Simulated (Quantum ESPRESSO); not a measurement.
## Ga4AsP2N (input and log of a self-consistent run)

Simulated, not a measurement. The program is pw.x of Quantum ESPRESSO 7.5 (plane-wave density functional theory). The cell is made up: 8 atoms on a zincblende/diamond lattice, with randomly drawn elements, strain and displacements, not relaxed. PseudoDojo standard norm-conserving files (v0.5 for PBE, v0.4.1 for LDA and PBEsol) set the functional; there is no spin polarisation, spin-orbit coupling or dispersion term, and the masses in the input are unused placeholders.

Input:

```
&control calculation='scf', pseudo_dir='./dojo.nc.sr.pbe.v0_5.standard.upf', outdir='./o', disk_io='medium', tprnfor=.true., tstress=.true. /
&system ibrav=0, nat=8, ntyp=4, nbnd=47, ecutwfc=84.00895049, nosym=.true., tot_charge=0,
 occupations='smearing', smearing='fd', degauss=0.0018374661
/
&electrons conv_thr=7.350e-09, electron_maxstep=60, /
ATOMIC_SPECIES
As 1.0 As.upf
Ga 1.0 Ga.upf
N 1.0 N.upf
P 1.0 P.upf
CELL_PARAMETERS angstrom
5.5235 0.0 0.0
0.0 5.5235 0.0
0.0 0.0 5.5235
ATOMIC_POSITIONS angstrom
Ga -0.0124 0.0367 -0.0208
Ga 0.0199 2.7916 2.7469
Ga 2.8239 0.0473 2.7553
Ga 2.8466 2.7938 0.023
As 1.329 1.411 1.3853
P 1.3786 4.1502 4.1493
P 4.0836 1.4536 4.1623
N 4.1525 4.1773 1.3925
K_POINTS automatic
4 4 4 1 1 1
```

The log is shortened where brackets say so; the opening notice, blank lines, dates and the lines on written files are dropped, and the path of the files is cut. It prints rydbergs, bohrs and kilobars, and counts compression as positive stress.

```
     Program PWSCF v.7.5
     Parallel version (MPI & OpenMP), running on       1 processor cores
     Number of MPI processes:                 1
     Threads/MPI process:                     1
     [start-up lines left out]
     bravais-lattice index     =            0
     lattice parameter (alat)  =      10.4379  a.u.
     unit-cell volume          =    1137.2074 (a.u.)^3
     number of atoms/cell      =            8
     number of atomic types    =            4
     number of electrons       =        82.00
     number of Kohn-Sham states=           47
     kinetic-energy cutoff     =      84.0090  Ry
     charge density cutoff     =     336.0358  Ry
     scf convergence threshold =      7.3E-09
     mixing beta               =       0.7000
     number of iterations used =            8  plain     mixing
     Exchange-correlation= PBE
                           (   1   4   3   4   0   0   0)
     [axes and pseudopotential details left out]
   Cartesian axes
     site n.     atom                  positions (alat units)
         1        Ga     tau(   1) = (  -0.0022450   0.0066443  -0.0037657  )
         2        Ga     tau(   2) = (   0.0036028   0.5054042   0.4973115  )
         3        Ga     tau(   3) = (   0.5112519   0.0085634   0.4988323  )
         4        Ga     tau(   4) = (   0.5153616   0.5058025   0.0041640  )
         5        As     tau(   5) = (   0.2406083   0.2554540   0.2508011  )
         6        P      tau(   6) = (   0.2495881   0.7513714   0.7512085  )
         7        P      tau(   7) = (   0.7393138   0.2631665   0.7535621  )
         8        N      tau(   8) = (   0.7517878   0.7562777   0.2521046  )
     number of k points=    32  Fermi-Dirac smearing, width (Ry)=  0.0018
                       cart. coord. in units 2pi/alat
        k(    1) = (   0.1250000   0.1250000   0.1250000), wk =   0.0625000
        k(    2) = (   0.1250000   0.1250000   0.3750000), wk =   0.0625000
     [further k points left out]
     Dense  grid:   118265 G-vectors     FFT dimensions: (  64,  64,  64)
     Estimated max dynamical RAM per process >     167.65 MB
     Initial potential from superposition of free atoms
     starting charge      81.9888, renormalised to      82.0000
     Starting wfcs are   57 randomized atomic wfcs
     total cpu time spent up to now is       18.0 secs
     per-process dynamical memory:    90.9 Mb
     Self-consistent Calculation
     iteration #  1     ecut=    84.01 Ry     beta= 0.70
     Davidson diagonalization with overlap
     ethr =  1.00E-02,  avg # of iterations =  3.4
     total cpu time spent up to now is       56.6 secs
     total energy              =    -871.85541475 Ry
     estimated scf accuracy    <       0.97124436 Ry
     iteration #  2     ecut=    84.01 Ry     beta= 0.70
     Davidson diagonalization with overlap
     ethr =  1.18E-03,  avg # of iterations =  6.9
     total cpu time spent up to now is       95.6 secs
     total energy              =    -871.58693997 Ry
     estimated scf accuracy    <       5.57143512 Ry
     iteration #  3     ecut=    84.01 Ry     beta= 0.70
     Davidson diagonalization with overlap
     ethr =  1.18E-03,  avg # of iterations =  5.5
     total cpu time spent up to now is      141.6 secs
     total energy              =    -872.39066755 Ry
     estimated scf accuracy    <       0.11293687 Ry
     iteration #  4     ecut=    84.01 Ry     beta= 0.70
     Davidson diagonalization with overlap
     ethr =  1.38E-04,  avg # of iterations =  2.7
     total cpu time spent up to now is      195.5 secs
     total energy              =    -872.40673210 Ry
     estimated scf accuracy    <       0.00647186 Ry
     iteration #  5     ecut=    84.01 Ry     beta= 0.70
     Davidson diagonalization with overlap
     ethr =  7.89E-06,  avg # of iterations =  8.0
     total cpu time spent up to now is      246.7 secs
     total energy              =    -872.40778333 Ry
     estimated scf accuracy    <       0.00140533 Ry
     [iterations 6 to 7 left out]
     iteration #  8     ecut=    84.01 Ry     beta= 0.70
     Davidson diagonalization with overlap
     ethr =  2.23E-08,  avg # of iterations =  4.1
     total cpu time spent up to now is      366.2 secs
     total energy              =    -872.40812410 Ry
     estimated scf accuracy    <       0.00000092 Ry
     iteration #  9     ecut=    84.01 Ry     beta= 0.70
     Davidson diagonalization with overlap
     ethr =  1.12E-09,  avg # of iterations =  3.7
     total cpu time spent up to now is      406.3 secs
     total energy              =    -872.40812438 Ry
     estimated scf accuracy    <       0.00000023 Ry
     iteration # 10     ecut=    84.01 Ry     beta= 0.70
     Davidson diagonalization with overlap
     ethr =  2.84E-10,  avg # of iterations =  2.0
     total cpu time spent up to now is      441.1 secs
     total energy              =    -872.40812439 Ry
     estimated scf accuracy    <       0.00000005 Ry
     iteration # 11     ecut=    84.01 Ry     beta= 0.70
     Davidson diagonalization with overlap
     ethr =  5.62E-11,  avg # of iterations =  3.0
     total cpu time spent up to now is      488.3 secs
     total energy              =    -872.40812441 Ry
     estimated scf accuracy    <       0.00000001 Ry
     iteration # 12     ecut=    84.01 Ry     beta= 0.70
     Davidson diagonalization with overlap
     ethr =  1.29E-11,  avg # of iterations =  2.0
     total cpu time spent up to now is      536.1 secs
     End of self-consistent calculation
     [lines on levels left out]
!    total energy              =    -872.40812441 Ry
     estimated scf accuracy    <          6.8E-10 Ry
     smearing contrib. (-TS)   =      -0.00000000 Ry
     internal energy E=F+TS    =    -872.40812441 Ry
     The total energy is F=E-TS. E is the sum of the following terms:
     one-electron contribution =    -458.12747216 Ry
     hartree contribution      =     287.37419702 Ry
     xc contribution           =    -228.97937124 Ry
     ewald contribution        =    -472.67547804 Ry
     convergence has been achieved in  12 iterations
     Forces acting on atoms (cartesian axes, Ry/au):
     atom    1 type  2   force =    -0.05139432   -0.05495932    0.01725084
     atom    2 type  2   force =    -0.06550413    0.06033448   -0.00591014
     atom    3 type  2   force =     0.02064555   -0.06301848   -0.02796751
     atom    4 type  2   force =     0.00971850    0.06865401    0.04605215
     atom    5 type  1   force =     0.03449644   -0.00621224   -0.01055742
     atom    6 type  4   force =     0.01342186    0.01027406   -0.00037518
     atom    7 type  4   force =     0.03874968   -0.01518395   -0.01553413
     atom    8 type  3   force =    -0.00013358    0.00011142   -0.00295862
     Total force =     0.172168     Total SCF correction =     0.000143
     Computing stress (Cartesian axis) and pressure
          total   stress  (Ry/bohr**3)                   (kbar)     P=      -47.20
  -0.00032579  -0.00003155  -0.00001561          -47.93       -4.64       -2.30
  -0.00003155  -0.00033195   0.00010365           -4.64      -48.83       15.25
  -0.00001561   0.00010365  -0.00030490           -2.30       15.25      -44.85
     init_run     :     16.91s CPU     17.85s WALL (       1 calls)
     electrons    :    497.38s CPU    518.12s WALL (       1 calls)
     forces       :      7.06s CPU      7.16s WALL (       1 calls)
     stress       :     23.42s CPU     23.57s WALL (       1 calls)
     [timing details left out]
     PWSCF        :   9m 5.05s CPU   9m27.24s WALL
     JOB DONE.
```

In other units: free energy -11869.717 eV for the cell, pressure -4.72 GPa, largest force component 1.765 eV/Å. A rerun of this cell at 1437 eV and a 6 x 6 x 6 mesh moved values by no more than 0.011 eV in energy, 0.02 GPa in stress and 0.003 eV/Å in force.